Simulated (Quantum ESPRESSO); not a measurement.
Inputs of pw.x and gipaw.x (a modified build of Quantum ESPRESSO, PBE) for RbCl; the starting potential comes from an earlier run on another mesh:

```
&CONTROL
  calculation = 'scf'
  prefix = 'x'
  pseudo_dir = './pseudo'
  outdir = './out'
  tprnfor = .true.
/
&SYSTEM
  ibrav = 0
  nat = 2
  ntyp = 2
  ecutwfc = 50
  ecutrho = 200
  occupations = 'fixed'
  nbnd = 8
/
&ELECTRONS
  conv_thr = 1e-11
  startingpot = 'file'
/
ATOMIC_SPECIES
Rb 85.468 Rb.GGA_PBE-JTH.UPF
Cl 35.450 Cl.GGA_PBE-JTH.UPF
CELL_PARAMETERS angstrom
    0.000000000000     3.289500000000     3.289500000000
    3.289500000000     0.000000000000     3.289500000000
    3.289500000000     3.289500000000     0.000000000000
ATOMIC_POSITIONS crystal
Rb     0.000000000000     0.000000000000     0.000000000000
Cl     0.500000000000     0.500000000000     0.500000000000
K_POINTS automatic
4 4 4 1 1 1
```

```
&INPUTGIPAW
  job = 'nmr'
  prefix = 'x'
  tmp_dir = './out/'
  restart_mode = 'from_scratch'
  pawproj(1) = .true.
  pawproj(2) = .true.
  use_nmr_macroscopic_shape = .false.
/
```

The cell was made here from an entry of the Crystallography Open Database (unchecked): atoms relaxed with PBE in the measured cell (PBE without dispersion, pw.x of Quantum ESPRESSO, symmetry kept).  Stability against distortions was not tested.

### Question
Give the final section of the GIPAW output.

### Answer
```
     Total NMR chemical shifts in ppm: ---------------------------------------
     (adopting the Simpson convention for anisotropy and asymmetry)-----------

     Atom  1  Rb  pos: (  0.000000  0.000000  0.000000)  Total sigma:        3022.82
          3022.8161          0.0000         -0.0000
             0.0000       3022.8161         -0.0000
            -0.0000         -0.0000       3022.8161

     Rb      1    anisotropy:      0.00    eta:    0.0000
     Rb      1    sigma_11=   3022.82
     Rb      1    sigma_22=   3022.82
     Rb      1    sigma_33=   3022.82

     Atom  2  Cl  pos: (  0.707107  0.707107  0.707107)  Total sigma:         874.03
           874.0340         -0.0000          0.0000
             0.0000        874.0340          0.0000
             0.0000          0.0000        874.0340

     Cl      2    anisotropy:     -0.00    eta:    0.0000
     Cl      2    sigma_11=    874.03
     Cl      2    sigma_22=    874.03
     Cl      2    sigma_33=    874.03
```
The printed anisotropy is 3/2 (σ_33 − σ_iso) in the program's own order; the axes are left out here. All sites are cubic, so the anisotropy vanishes by symmetry. These are absolute shieldings with no macroscopic susceptibility term; δ = σ_ref − σ needs a reference computed alike. In our sweeps, cutoffs and meshes of this size left a few ppm, and up to some 20 ppm on atoms from Zn on. No spin–orbit coupling; Rb is the heaviest element present. The datasets of Cl hold no d projectors, which limits absolute σ on these atoms. The structure is static (0 K, no zero-point motion).
